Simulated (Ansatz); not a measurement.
ZrO2:
```cif
data_O2Zr
_chemical_formula_sum 'Zr1 O2'
_space_group_name_H-M_alt 'P 1'
_space_group_IT_number 1
_cell_length_a 3.59875
_cell_length_b 3.59875
_cell_length_c 3.59875
_cell_angle_alpha 60.000
_cell_angle_beta 60.000
_cell_angle_gamma 60.000
loop_
_space_group_symop_operation_xyz
  'x, y, z'
loop_
_atom_site_label
_atom_site_type_symbol
_atom_site_fract_x
_atom_site_fract_y
_atom_site_fract_z
_atom_site_occupancy
Zr1 Zr 0.00000 0.00000 0.00000 1
O1 O 0.25000 0.25000 0.25000 1
O2 O 0.75000 0.75000 0.75000 1
```

Relaxed with r²SCAN. The program Ansatz at the r²SCAN level (PAW) gives a gap of 3.89 eV.

Question: What gap does HSE06 give on the same cell (Ansatz, PAW)?

Answer: 4.98 eV, 1.09 eV more. The hybrid was solved on a coarser mesh and at special points; its gap is the smallest among all of these.

```tsv
k	v1 r²SCAN	c1 r²SCAN	v1 HSE06	c1 HSE06
Γ	-0.55	3.89	-0.59	4.98
X	0.00	4.29	…	…
L	-1.67	4.50	…	…
W	-0.21	4.91	…	…
K	-0.34	4.51	…	…
```

Question: Top valence (v1) and lowest conduction level (c1) in eV from each method's valence maximum (which need not be a listed point): supply the withheld HSE06 values.

Answer: 
- W, v1 HSE06: -0.22
- W, c1 HSE06: 6.08
- X, v1 HSE06: 0.00
- X, c1 HSE06: 5.38
- K, v1 HSE06: -0.35
- K, c1 HSE06: 5.63
- L, v1 HSE06: -1.81
- L, c1 HSE06: 5.66

Cost on shared cores: the r²SCAN run (SCF on a 9×9×9 mesh, then bands and DOS) about 15 core-seconds (a rough figure), the HSE06 run (SCF on 7×7×7, then a few points) around 2.1 core-minutes (rough); the tasks are unlike.

Space group Fm-3m (fluorite). This is a known high-temperature phase of the composition, computed here at zero pressure and temperature. Symmetry was held in the r²SCAN relaxation; its stability against distortions is not shown here. No spin polarisation was allowed. Scalar-relativistic: spin–orbit coupling is off unless named, which matters more the heavier the elements.

Potentials: the later of the program's two PAW sets.
